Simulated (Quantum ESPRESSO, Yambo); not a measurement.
AlP (wurtzite, space group P6_3mc, No. 186) under biaxial strain (along x and y, z relaxed), counted from the cell relaxed with PBEsol, atoms relaxed at each step. PBEsol (pw.x of Quantum ESPRESSO, ONCV potentials, scalar-relativistic); G0W0 in Yambo (6×6×2 Γ-centred k mesh, 179 bands and a 10 Ry block in the screening, 179 bands in G with the Bruneval-Gonze terminator, plasmon pole fitted at 27.2 eV).

| strain (%) | PBEsol gap (eV) | kind | G0W0 direct gap (eV) |
|---|---|---|---|
| -2 | ? | indirect | ? |
| -1 | 1.84 | indirect | 3.48 at Γ |
| 0 | 1.82 | indirect | 3.31 at Γ |
| +1 | 1.78 | indirect | 3.12 at Γ |
| +2 | 1.65 | indirect | 2.83 at Γ |

**Question.** Estimate the withheld gaps from the other strains; the computed values follow.

**Answer.** 
- -2, PBEsol gap (eV): 1.79
- -2, G0W0 direct gap (eV): 3.66 at Γ

GW, BSE and RPA settings are held fixed; their convergence isn't established. Strains are linear. The screening block changes size along the series (313 vectors at -2 %, 313 vectors at -1 %, 325 vectors at +0 %, 313 vectors at +1 %, 313 vectors at +2 %), which puts steps into the G0W0 values.  Axes are Cartesian, with cell vectors (Å) (3.86, 0.00, 0.00), (-1.93, 3.34, 0.00), (0.00, 0.00, 6.34).

This is not the ordinary phase of the substance; no match was found in the copy of COD used, and its stability was not checked.
